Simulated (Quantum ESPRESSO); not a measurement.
```
CELL_PARAMETERS angstrom
      0.00000     3.21954     3.21954
      3.21954     0.00000     3.21954
      3.21954     3.21954     0.00000
ATOMIC_POSITIONS crystal
  Te 0.00000 0.00000 0.00000
  Pb 0.50000 0.50000 0.50000
```

Cell and atoms were relaxed with PBEsol from Materials Project entry mp-19717, within its symmetry.

Question: What does norm-conserving PBE (Quantum ESPRESSO, 82 Ry, scalar-relativistic) give for the electronic structure near the Fermi level?

Answer: The PBE gap is direct, 0.71 eV at L. Spin-orbit coupling is left out; with 6p states at a band edge it can lower the gap by many tenths of an eV, most of a small gap.
